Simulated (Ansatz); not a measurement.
Does this entry for BiHSe2O6 lie near equilibrium?

The cell is a measured structure from the Crystallography Open Database (COD), taken as it stands.

```yaml
crystal:
  lattice:
    - [2.77035, -3.33730, 0.00000]
    - [2.77035, 3.33730, 0.00000]
    - [-0.00081, 0.00000, 15.47560]
  atoms:
    - { symbol: Bi, position: [0.55269, 0.97031, 0.41990] }
    - { symbol: Bi, position: [0.97031, 0.55269, 0.91990] }
    - { symbol: H, position: [0.74630, 0.81890, 0.63230] }
    - { symbol: H, position: [0.81890, 0.74630, 0.13230] }
    - { symbol: Se, position: [0.01310, 0.50870, 0.56890] }
    - { symbol: Se, position: [0.50870, 0.01310, 0.06890] }
    - { symbol: Se, position: [0.14010, 0.38210, 0.28969] }
    - { symbol: Se, position: [0.38210, 0.14010, 0.78969] }
    - { symbol: O, position: [0.14100, 0.84300, 0.51180] }
    - { symbol: O, position: [0.84300, 0.14100, 0.01180] }
    - { symbol: O, position: [0.69800, 0.38000, 0.51390] }
    - { symbol: O, position: [0.38000, 0.69800, 0.01390] }
    - { symbol: O, position: [0.83500, 0.68300, 0.65230] }
    - { symbol: O, position: [0.68300, 0.83500, 0.15230] }
    - { symbol: O, position: [0.31600, 0.76800, 0.28300] }
    - { symbol: O, position: [0.76800, 0.31600, 0.78300] }
    - { symbol: O, position: [0.23500, 0.29100, 0.39240] }
    - { symbol: O, position: [0.29100, 0.23500, 0.89240] }
    - { symbol: O, position: [0.75900, 0.33900, 0.31200] }
    - { symbol: O, position: [0.33900, 0.75900, 0.81200] }
```

Sites (sets of like atoms) are named by element and the number of their first atom in this list.

Method: Kohn–Sham DFT in Ansatz, PBE, plane waves and PAW, scalar-relativistic, 420 eV cutoff, Γ-centred 5×5×2 k-points, Fermi–Dirac smearing 0.02 eV.

(1) Do the atoms and the cell lie near the calculated equilibrium?

Results:

(1) No. The largest force is 13 eV/Å, on atom 3 (H: 1 O at 0.82 Å), and the pressure is 13.8 GPa, with principal stresses up to 19 GPa in size. Bonds to hydrogen as short as 0.82 Å are the usual result of locating hydrogen with X-rays, and they can account for much of this: hydrogen has to be relaxed before the gradients can be taken for those of the compound.
